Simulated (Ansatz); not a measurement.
A structure of ZrO₂ relaxed with PBEsol (plane waves to 420 eV, PAW, scalar-relativistic; Ansatz, a quantum-chemistry and plane-wave program); single points at other levels follow on the same geometry (Ansatz, PAW; HSE06 at 420 eV on a 6×6×4 k-mesh; no spin-orbit coupling). Space group P4₂/nmc (No. 137).

```xyz
6
Lattice="3.5844 0.0000 0.0000 0.0000 3.5844 0.0000 0.0000 0.0000 5.1787" Properties=species:S:1:pos:R:3 pbc="T T T"
Zr     1.7922     1.7922     0.0000
Zr     0.0000     0.0000     2.5893
O      1.7922     0.0000     1.0418
O      1.7922     0.0000     3.6311
O      0.0000     1.7922     1.5476
O      0.0000     1.7922     4.1369
```

```
level   gap (eV)      kind  conduction minimum
------  --------  --------  ------------------
PBEsol      4.00  indirect                   Γ
HSE06        ___         –                 ___
```

Task: What belongs in the gaps?

Result: 
- HSE06, gap (eV): 5.73
- HSE06, conduction minimum: Γ

HSE06 gaps come from a coarse mesh plus a few chosen points, so they may be too large. No spin polarisation in the result.

It was reached from a disturbed copy of a P4₂/nmc (No. 137) cell, against which it lies under 1 meV/atom.
